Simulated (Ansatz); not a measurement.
**Every step of a relaxation of Ga**

DFT, LDA, PAW with Ansatz's default frozen-core files, scalar-relativistic (Ansatz 0.2.0); a Γ-centred 13×13×11 k mesh, Fermi–Dirac smearing of 0.05 eV, no spin polarisation. The run relaxes cell and atoms at a target pressure of 0 GPa.

Command: `ansatz run input.yaml --threads 4 --pin off --max-ram 10240MiB --backend cpu --events-out ev --progress --plain --runs-dir out` It took 48 s on 4 threads of Intel(R) Xeon(R) Platinum 8488C (Sapphire Rapids), on a shared host, peak memory 0.85 GiB.

```yaml
crystal:
  lattice:
    - [2.2615, -3.8305, 0.0]
    - [2.2615, 3.8305, 0.0]
    - [0.0, 0.0, 4.524]
  atoms:
    - { symbol: Ga, position: [0.8451, 0.1549, 0.081] }
    - { symbol: Ga, position: [0.6549, 0.3451, 0.581] }
    - { symbol: Ga, position: [0.1549, 0.8451, 0.919] }
    - { symbol: Ga, position: [0.3451, 0.6549, 0.419] }
kpoints:
  mp_grid: { grid: [13, 13, 11] }
scf:
  occupations: { method: fermi_dirac, width: 0.05 }
hamiltonian:
  xc: lda
  pseudopotentials: { kind: paw }
output:
  forces: true
  stress: true
relax:
  f_tol: 0.003
  max_steps: 80
  cell: {}
```

Each step lists its free energy a cell above the last geometry, the pressure, the cell vectors (Å), and Cartesian positions (Å) with forces (eV/Å).

The first step:

```
step 1  dF = 65.97 meV  P = -3.68 GPa
  cell 2.2615 -3.8305 0.0000  2.2615 3.8305 0.0000  0.0000 0.0000 4.5240
  Ga 2.2615 -2.6438 0.3664   0.0000 0.1678 0.0482
  Ga 2.2615 -1.1867 2.6284   0.0000 -0.1678 0.0482
  Ga 2.2615 2.6438 4.1576   0.0000 -0.1678 -0.0482
  Ga 2.2615 1.1867 1.8956   0.0000 0.1678 -0.0482
```

The PAW files were made under PBE.

Task: Where does the relaxation end, and by which steps?

Result: After 6 geometries, with conventional a, b, c = 4.420, 7.486, 4.440 Å, at 18.365 Å³/atom (-6.28 % against the start) in space group Cmce, with a shortest distance of 2.454 Å. The further steps:
```
step 2  dF = 2.06 meV  P = -0.43 GPa
  cell 2.2139 -3.7527 0.0000  2.2139 3.7527 0.0000  0.0000 0.0000 4.4529
  Ga 2.2139 -2.5752 0.3658   0.0000 -0.0651 0.0169
  Ga 2.2139 -1.1774 2.5922   0.0000 0.0651 0.0169
  Ga 2.2139 2.5752 4.0871   0.0000 0.0651 -0.0169
  Ga 2.2139 1.1774 1.8606   0.0000 -0.0651 -0.0169
step 3  dF = 0.27 meV  P = 0.07 GPa
  cell 2.2085 -3.7462 0.0000  2.2085 3.7462 0.0000  0.0000 0.0000 4.4355
  Ga 2.2085 -2.5764 0.3684   0.0000 -0.0049 0.0159
  Ga 2.2085 -1.1698 2.5861   0.0000 0.0049 0.0159
  Ga 2.2085 2.5764 4.0671   0.0000 0.0049 -0.0159
  Ga 2.2085 1.1698 1.8494   0.0000 -0.0049 -0.0159
step 4  dF = 0.06 meV  P = 0.03 GPa
  cell 2.2098 -3.7424 0.0000  2.2098 3.7424 0.0000  0.0000 0.0000 4.4396
  Ga 2.2098 -2.5742 0.3729   0.0000 0.0031 0.0094
  Ga 2.2098 -1.1682 2.5927   0.0000 -0.0031 0.0094
  Ga 2.2098 2.5742 4.0668   0.0000 -0.0031 -0.0094
  Ga 2.2098 1.1682 1.8469   0.0000 0.0031 -0.0094
step 5  dF = 0.14 meV  P = -0.03 GPa  (not accepted)
  cell 2.2100 -3.7487 0.0000  2.2100 3.7487 0.0000  0.0000 0.0000 4.4349
  Ga 2.2100 -2.5807 0.3778   0.0000 0.0106 -0.0058
  Ga 2.2100 -1.1680 2.5952   0.0000 -0.0106 -0.0058
  Ga 2.2100 2.5807 4.0571   0.0000 -0.0106 0.0058
  Ga 2.2100 1.1680 1.8397   0.0000 0.0106 0.0058
step 6  dF = 0.00 meV  P = 0.00 GPa
  cell 2.2101 -3.7432 0.0000  2.2101 3.7432 0.0000  0.0000 0.0000 4.4397
  Ga 2.2101 -2.5750 0.3760   0.0000 -0.0003 0.0009
  Ga 2.2101 -1.1682 2.5959   0.0000 0.0003 0.0009
  Ga 2.2101 2.5750 4.0638   0.0000 0.0003 -0.0009
  Ga 2.2101 1.1682 1.8439   0.0000 -0.0003 -0.0009
step 7  dF = 0.82 meV  P = 0.00 GPa  (same geometry on a basis chosen anew; earlier energies don't compare to the last digit)
  cell 2.2101 -3.7432 0.0000  2.2101 3.7432 0.0000  0.0000 0.0000 4.4397
  Ga 2.2101 -2.5750 0.3760   0.0000 -0.0003 0.0010
  Ga 2.2101 -1.1682 2.5959   0.0000 0.0003 0.0010
  Ga 2.2101 2.5750 4.0638   0.0000 0.0003 -0.0010
  Ga 2.2101 1.1682 1.8439   0.0000 -0.0003 -0.0010
```
